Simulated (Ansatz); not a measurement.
Values for one crystal, relaxed and computed with plane-wave PAW r²SCAN+D4 (Ansatz code); other levels are named.

| Property | Value |
|---|---|
| Volume per atom | 18.57 Å³ |
| Band gap | 2.16 eV (indirect) |
| Formation energy from the elements (no fitted shifts) | -1.93 eV/atom |
| Valence-band maximum | at Γ |
| Hole effective mass | 0.44, 11, 11 mₑ (principal values) |
| Smallest direct gap on the standard path | 2.75 eV |
| Conduction-band minimum | off the standard path, at k = (-0.073, 0.253, -0.406) |

**Question.** Which of these materials gives this?
A) Ti4H3NS8, P3m1 (Pearson symbol hP16)
B) HfBrN, R-3m (Hf on 6c, Br on 6c, N on 6c)
C) GaGeTe, R-3m (Ga on 6c, Ge on 6c, Te on 6c)
D) BN, R3m (B on 3a, N on 3a)

**Answer.** B, HfBrN, R-3m (Hf on 6c, Br on 6c, N on 6c)

The workflow started from a Materials Project entry (that database holds measured and hypothetical structures alike); the Crystallography Open Database copy checked does not list it. COD files the formula under space group No. 59, so this cell is another polymorph or a model. Its standing as an ambient phase is unchecked. The cell was relaxed with r²SCAN+D4 under the symmetry of its start; its stability against distortions is not shown here. The run is not spin-polarised. The references are the lowest solids computed at this level, not always the standard phases (solids in place of the gases). Spin–orbit coupling is left out wherever it is not named.

Potentials: the later of the program's two PAW sets.
